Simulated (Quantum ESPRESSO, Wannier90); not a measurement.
# BP (zinc blende): Wannier90 run

```xyz
2
Lattice="0.0000 2.2661 2.2661 2.2661 0.0000 2.2661 2.2661 2.2661 0.0000" Properties=species:S:1:pos:R:3 pbc="T T T"
B      0.0000     0.0000     0.0000
P     -1.1330    -1.1330    -1.1330
```

Structure: Materials Project mp-1479, symmetrised, not relaxed again. COD (Crystallography Open Database) has an entry of this formula and space group (matched by these alone). Computed values, not measurements, from PBEsol: Quantum ESPRESSO (norm-conserving PseudoDojo potentials, cutoff 61 Ry, no spin polarisation, no spin-orbit coupling) on a Γ-centred 10×10×10 mesh, then Wannier90. Density: 12×12×12 mesh, cold smearing 0.01 Ry.

Functional, cutoff and mesh named above are those of the base row (61); the first column says what each row takes instead. Model: 4 functions from bands 1-4, start SCDM (isolated) (the valence bands). Energies are relative to the valence-band maximum; the misfit is to pw.x on a path, for all bands of the set. Only the plane-wave cutoff changes (density cutoff four times as high). Ω_total can sit in another minimum from row to row; Ω_I of an isolated set cannot.

| ecutwfc (Ry) | Ω_I (Å²) | Ω_total (Å²) | rms misfit (meV) | gap (eV) | ΔE to highest cutoff (meV/atom) | plane waves a k-point, about (cost) | rough cost of nscf and overlaps (first row = 1) |
|---|---|---|---|---|---|---|---|
| 31 | 5.17 | 5.67 | 4.1 | 1.077 | 151.2 | 460 | 1.0 |
| 38 | 5.16 | 5.66 | 3.9 | 1.099 | 72.3 | 620 | 1.1 |
| 46 | 5.15 | 5.66 | 3.8 | (withheld) | (withheld) | 830 | 1.8 |
| 61 | 5.15 | 5.65 | 3.7 | 1.126 | 3.3 | 1300 | 1.9 |
| 76 | 5.15 | 5.65 | 3.7 | 1.127 | 0.2 | 1800 | 2.9 |
| 95 | 5.15 | 5.65 | 3.7 | 1.127 | 0.0 | 2500 | 4 |

Q: Complete the blanks.

A: 
- 46, gap (eV): 1.120
- 46, ΔE to highest cutoff (meV/atom): 28.0
